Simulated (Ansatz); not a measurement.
Values for one crystal, relaxed and computed with r²SCAN (plane waves, PAW; program Ansatz); other levels are named.

```yaml
volume_per_atom: 29.19 Å³
band_gap: 0.15 eV (direct)
Formation energy from the elements (no fitted shifts): -0.50 eV/atom
Pressure derivative B′: 4.8
Bulk modulus (Birch–Murnaghan fit): 507 kbar
conduction_band_minimum: at Γ
Hole effective mass, band 2 of 2 at the edge: 0.016 along x, 0.65 along z (mₑ)
```

### Question
Which of these materials gives this?
(A) TePb2Se, R-3m (Te on 3b, Pb on 6c, Se on 3a)
(B) CdHgSe2, P-4m2 (Cd on 1c, Hg on 1a, Se on 2g)
(C) PrHSe, P6_3/mmc (Pr on 2c, H on 2d, Se on 2a)
(D) CdS, rock salt

### Answer
B, CdHgSe2, P-4m2 (Cd on 1c, Hg on 1a, Se on 2g)

The workflow started from a Materials Project entry (that database holds measured and hypothetical structures alike); the Crystallography Open Database copy checked does not list it. With Cd and Hg taken as one species the cell has the higher symmetry F-43m, so it may be an ordered model of a mixed-site phase. Whether it is the stable phase at ambient conditions was not checked. The r²SCAN relaxation kept the symmetry of its start; its stability against distortions is not shown here. The references are the lowest solids computed at this level, not always the standard phases. Scalar-relativistic: spin–orbit coupling is off unless named, which matters more the heavier the elements.

Potentials: the later of the program's two PAW sets.
